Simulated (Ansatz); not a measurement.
**Cs2KYF6 in Ansatz, settings compared**

The input file (Ansatz 0.2.0, plane waves):

```yaml
crystal:
  lattice:
    - [0.0, 4.763049, 4.763049]
    - [4.763049, 0.0, 4.763049]
    - [4.763049, 4.763049, 0.0]
  atoms:
    - { symbol: F, position: [0.775, 0.225, 0.225] }
    - { symbol: F, position: [0.225, 0.775, 0.225] }
    - { symbol: F, position: [0.225, 0.775, 0.775] }
    - { symbol: F, position: [0.775, 0.225, 0.775] }
    - { symbol: F, position: [0.225, 0.225, 0.775] }
    - { symbol: F, position: [0.775, 0.775, 0.225] }
    - { symbol: K, position: [0.5, 0.5, 0.5] }
    - { symbol: "Y", position: [0.0, 0.0, 0.0] }
    - { symbol: Cs, position: [0.25, 0.25, 0.25] }
    - { symbol: Cs, position: [0.75, 0.75, 0.75] }
  symmetry: { tolerance: 0.0003 }
kpoints:
  mp_grid: { grid: [4, 4, 4], shift: [0, 0, 0] }
magnetization:
  spin_polarized: false
scf:
  occupations: { method: gaussian, width: 0.0624 }
hamiltonian:
  pseudopotentials: { kind: paw }
  xc: pbesol
basis:
  ecutwfc: 420
output:
  forces: true
  stress: true
  eigenvalues: true
```

Run with:

```bash
ansatz run input.yaml --threads 1 --pin off --max-ram 2560MiB --backend cpu --events-out ev --progress --plain --runs-dir out
```

Origin of the cell: a database entry, scaled a little.

Output of this run (shortened):

```
Pseudopotentials: kind: paw
Pseudopotential: F, paw, valence charge 7, recommended cutoff 420 eV (normal), F.paw.azcp
Pseudopotential: K, paw, valence charge 9, recommended cutoff 420 eV (normal), K.paw.azcp
Pseudopotential: Y, paw, valence charge 11, recommended cutoff 420 eV (normal), Y.paw.azcp
Pseudopotential: Cs, paw, valence charge 9, recommended cutoff 420 eV (normal), Cs.paw.azcp
Functional definition: PBEsol
  exchange = pbesol_x
  correlation = pbesol_c
Crystal: 10 atoms, lattice volume = 216.115 Å³
Basis set: ecut = 420 eV, 4279 PW (Γ), exchange–correlation on 96×96×96 points (8 copies of the dense FFT grid, shifted against one another)
Bands: 50, of which v1, the nominal top of the filled ones, is band 40 counted from 1 (39 counted from 0)
Symmetry: 48 space group operations
Space group: Fm-3m (ITA 225), of the structure as read, at distance tolerance 1.8e-3 Å
k-points: 8 of 64
[… 12 lines left out …]
Initial density: superposition of atomic densities (neutral atoms: chi_scale 0, normalization atom), corrected by the library's trained network
Functional: x = pbesol(κ = 0.804, μ = 0.123457), c = pbesol(β = 0.046)
SCF iter   1: F=—  HF=-21301.980188 eV  Δρ=1.05e-2  dr2=1.56e-1
SCF iter   2: F=—  HF=-21301.941107 eV  Δρ=2.86e-3  dr2=7.82e-3  defer=17
SCF iter   3: F=—  HF=-21301.939320 eV  Δρ=6.47e-4  dr2=6.24e-4  defer=9
SCF iter   4: F=—  HF=-21301.939525 eV  Δρ=1.11e-4  dr2=1.54e-5  defer=9
SCF iter   5: F=—  HF=-21301.939414 eV  Δρ=2.61e-5  dr2=8.26e-7  defer=9
SCF iter   6: F=-21301.939415 eV  HF=-21301.939414 eV  Δρ=4.53e-6  dr2=3.74e-8
SCF 1 converged in 6 iterations: F = -21301.939415 eV  dr2 = 3.74e-8
SCF converged after 6 iterations
Free energy (F): -21301.939415 eV
Harris-Foulkes:  -21301.939414 eV  (|F-HF|=6.75e-8)
Internal energy: -21301.939415 eV  (E = F + TS)
E sigma→0 (E₀):  -21301.939415 eV
Fermi energy:    4.730947 eV
--- Per-component energies (eV) ---
  E_band       = -537.629462
  E_kinetic    = 2084.731802
  E_local      = -6059.474724  (includes V_loc(G=0)·N_el)
  E_nonlocal   = 569.257027
  E_hartree    = 2309.031518
  E_xc         = -1127.193963
  E_vxc        = -1228.662630  (∫ρ·V_xc dr)
  E_paw        = -14663.533075  (= ΣΔE_a)
  E_vpaw       = -521.568652  (= ΣTr[D̂ρ^β])
  E_aug_tail   = 0.012180  (compensation charges beyond the density's cutoff)
  E_ewald      = -4415.569813
  E_core_change = 0.799634  (= ΣΔE_core)
  E_smearing   = -0.000000  (= −TS)
  Σ components = -21301.939415   (vs F -21301.939415, Δ=0.00e0)
--- Forces (eV/Å), atoms counted from 1 ---
  atom   1  F      0.393462    -0.000000    -0.000000
  atom   2  F      0.000000     0.393462    -0.000000
  atom   3  F     -0.393462     0.000000    -0.000000
[… 2 lines left out …]
  atom   6  F     -0.000000     0.000000    -0.393462
  atom   7  K      0.000000    -0.000000     0.000000
  atom   8  Y     -0.000000    -0.000000    -0.000000
  atom   9  Cs    -0.000000    -0.000000     0.000000
  atom  10  Cs    -0.000000     0.000000    -0.000000
  max |Σ_I F_I| component: 1.11e-16 eV/Å
--- Stress (GPa, compression-positive) ---
       -0.300382      -0.000000       0.000000
        0.000000      -0.300382       0.000000
        0.000000      -0.000000      -0.300382
  P = ⅓ Tr σ = -0.3004 GPa (-3.004 kbar)
```

The same input was run again with these changes:

1. `scf.convergence.dr2_threshold` default → 1.0e-08; `basis.xc_grid` default → 4; `hamiltonian.dispersion` default → d3bj
2. `scf.eigensolver.kind` default → davidson
3. `hamiltonian.hubbard` default → { sites: [{ species: "Y", l: d, u_eff: 3.0 }], double_counting: amf }
4. `magnetization` { spin_polarized: false } → { spin_polarized: true } (starts: random); `kpoints.mp_grid.shift` [0, 0, 0] → [0.5, 0.5, 0.5]; `hamiltonian.hubbard` default → { sites: [{ species: "Y", l: d, u_eff: 6.0 }], double_counting: fll }; typed moments: F1 0.5, F2 -2, F3 -0.5, F4 -4, F5 -4, F6 -1, K7 -1, Y8 -4, Cs9 1, Cs10 2

| run | end | SCF iterations | P (GPa) | max force component (eV/Å) | moment (μB) | ΔE(σ→0) (meV/atom) |
| --- | --- | --- | --- | --- | --- | --- |
| base | converged | 6 | -0.30 | 0.393 | – | 0 |
| 1 | converged | 7 | -1.33 | 0.394 | – | – |
| 2 | converged | 7 | -0.30 | 0.393 | – | 0.00 |
| 3 | converged | 9 | -0.30 | 0.396 | – | – |
| 4 | converged | 20 | 1.49 | 0.865 | 0.00 | – |

Energies are compared only where functional, datasets, charge and starting cell are the same.

Run 4: a starting moment was lost; typed moments were cut to what the open shells hold.

The base run ran for 3.3 s on 1 thread of Intel(R) Xeon(R) 6975P-C (Granite Rapids), with other jobs on the host, peak memory 0.56 GiB, from the program's own first density.
